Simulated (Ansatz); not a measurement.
NbSi2 (space group P6_422)

```
CELL_PARAMETERS angstrom
      4.79289     0.00000     0.00000
     -2.39644     4.15076     0.00000
      0.00000     0.00000     6.58539
ATOMIC_POSITIONS crystal
  Nb 0.50000 0.50000 0.66667
  Nb 0.00000 0.50000 0.33333
  Nb 0.50000 0.00000 0.00000
  Si 0.68294 0.84147 0.33333
  Si 0.84147 0.68294 0.00000
  Si 0.15853 0.84147 0.66667
  Si 0.31706 0.15853 0.33333
  Si 0.15853 0.31706 0.00000
  Si 0.84147 0.15853 0.66667
```

The slice is a (0001) plane (indices of the conventional cell) through the point (0.159, 0.842, 0.667) (fractional), spanned by u = [110] and v = [1 -1 0] in vectors of this cell: u (4.79 Å) and v (8.30 Å, at 90° to u). It covers one period; positions are fractions (u, v).

All values below come from r2SCAN (plane waves to 500 eV, PAW, scalar-relativistic; Ansatz, a program for electronic structure). k mesh 11×11×7. Near the nuclei the fields are pseudised (PAW); where an atom keeps semicore shells as valence, they peak there. NbSi2 is run without spin polarisation. NbSi2 was relaxed with its symmetry unable to fall.

### Question
Predict the map of the valence electron density on the slice.

### Answer
| v \ u | 0.00 | 0.14 | 0.29 | 0.43 | 0.57 | 0.71 | 0.86 |
|---|---|---|---|---|---|---|---|
| 0.88 | -0.4 | -0.5 | -0.3 | 0.7 | 0.7 | -0.3 | -0.5 |
| 0.75 | -0.5 | -0.4 | -0.5 | 0.1 | 0.1 | -0.5 | -0.4 |
| 0.62 | -0.6 | -0.4 | -0.6 | -0.5 | -0.5 | -0.6 | -0.4 |
| 0.50 | -0.6 | -0.6 | -0.5 | -0.8 | -0.8 | -0.5 | -0.6 |
| 0.38 | 0.7 | 0.3 | -0.5 | -0.5 | -0.5 | -0.5 | 0.3 |
| 0.25 | 0.3 | -0.3 | -0.5 | -0.4 | -0.4 | -0.5 | -0.3 |
| 0.12 | -0.4 | -0.6 | -0.5 | -0.5 | -0.5 | -0.5 | -0.6 |
| 0.00 | -1.5 | -0.4 | -0.6 | -0.6 | -0.6 | -0.6 | -0.4 |

Values: log₁₀ of the valence density in e/Å³. The scale is logarithmic, as a density can span decades between atoms and voids.
